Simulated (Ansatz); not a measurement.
GaCuSe$_{2}$ (chalcopyrite, I-42d), DFT-PBEsol in the program Ansatz with PAW potentials. The conduction-band minimum lies at Γ, with 1 equivalent valley. Second derivatives d²E/dk² of the lowest band at one valley (eV·Å²), along Cartesian directions:

```tsv
direction	d²E/dk²
[100]	277.7
[010]	277.7
[001]	442.0
[110]	277.6
[101]	360.1
[011]	360.1
```

Question: Find the principal effective masses, the density-of-states mass and the conductivity mass.

Answer: Off-diagonal terms follow from H_xy = H[110] − (H_xx + H_yy)/2, and m*/mₑ = 7.620 eV·Å² over each eigenvalue: 0.017, 0.027, 0.027. One valley's DOS mass (m₁m₂m₃)^(1/3) = 0.024, conductivity mass 3/(Σ 1/mᵢ) = 0.023 mₑ.

Question: What effective density of states Nc follows at 300 K for parabolic valleys?

Answer: Nc = 2.509e19 × 1 × (0.024)^(3/2) ≈ 9.3e16 cm⁻³.

Symmetry was held in the PBEsol relaxation. The run is not spin-polarised. Spin–orbit coupling is left out wherever it is not named.

Potentials: the later of the program's two PAW sets.

Edges and masses are those of Kohn–Sham bands, whose gap is no quasiparticle gap.
